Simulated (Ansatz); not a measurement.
BeS (rock salt, space group No. 225) at seven volumes, PBE (plane waves, PAW; program Ansatz), scaled uniformly. One row is withheld.

```csv
V (Å³/atom),P (GPa)
11.285,?
11.657,7.50
12.029,3.48
12.401,0.01
12.773,-3.00
13.145,-5.60
13.517,-7.85
```

Q: Fit the shown pressures and predict the withheld one.

A: P = (3/2)B₀(x^(7/2) − x^(5/2))[1 + (3/4)(B′ − 4)(x − 1)] with x = (V₀/V)^(2/3). Least squares on the six rows gives V₀ = 12.402 Å³/atom, B₀ = 108 GPa, B′ = 3.83. At V = 11.285, x = 1.0649 and P = 12.21 GPa. The run itself gave 12.16 GPa.

Space group Fm-3m (rock salt). The cell is a constructed one: a structure type filled with these elements; neither database checked (COD, Materials Project) lists it. COD files the formula under space group No. 216, so this cell is another polymorph or a model. Whether it is the stable phase at ambient conditions was not checked. Symmetry was held in the PBE relaxation. At this level the phase is dynamically unstable (imaginary phonons).

Potentials: the later of the program's two PAW sets.
